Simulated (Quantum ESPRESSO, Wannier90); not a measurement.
MgTe (zinc blende): Wannier90 run

```
begin unit_cell_cart
ang
    0.0000000000    3.2320000000    3.2320000000
    3.2320000000    0.0000000000    3.2320000000
    3.2320000000    3.2320000000    0.0000000000
end unit_cell_cart
begin atoms_frac
Mg   0.0000000000  0.0000000000  0.0000000000
Te   0.2500000000  0.2500000000  0.2500000000
end atoms_frac
```

Materials Project entry mp-13033; symmetrised, unrelaxed at this level. Not found in the COD (Crystallography Open Database) copy used, which has the formula in other groups; not checked further. Method: PBEsol plane waves in Quantum ESPRESSO 7.5 (PseudoDojo norm-conserving files, 68 Ry, no spin polarisation, no spin-orbit coupling), Bloch states on a 8×8×8 mesh through Γ, Wannier90 4.0.1. Density: 8×8×8 mesh, cold smearing 0.01 Ry. Spin-orbit coupling is left out although heavy elements are present.

A tight-binding model is made by disentanglement and projection with no localisation steps (num_iter = 0), so the 8 orbitals stay atom-like: hydrogen-like Mg: s;p; Te: s;p, axes along x, y, z; frozen window up to 3.78 eV relative to the valence-band maximum. It follows pw.x to 4.1 meV rms for states up to 3.3 eV relative to the valence-band maximum. Matrix elements depend on this choice of orbitals and windows.

Task: What are the on-site energies relative to the valence-band maximum, and how fast do the hoppings decay?

Result: 
```csv
atom,orbitals,energy (eV)
Mg1,s,1.77
Mg1,pz px py,4.90
Te2,s,-8.27
Te2,pz px py,0.64
```

```
distance of the centres (Å)  largest modulus (eV)
---------------------------  --------------------
2–3                                           1.2
4–5                                          0.39
5–6                                         0.073
6–7                                         0.035
7–8                                         0.080
8–9                                        0.0087
9–10                                        0.033
10–11                                      0.0087
11–12                                      0.0070
12–13                                      0.0058
```
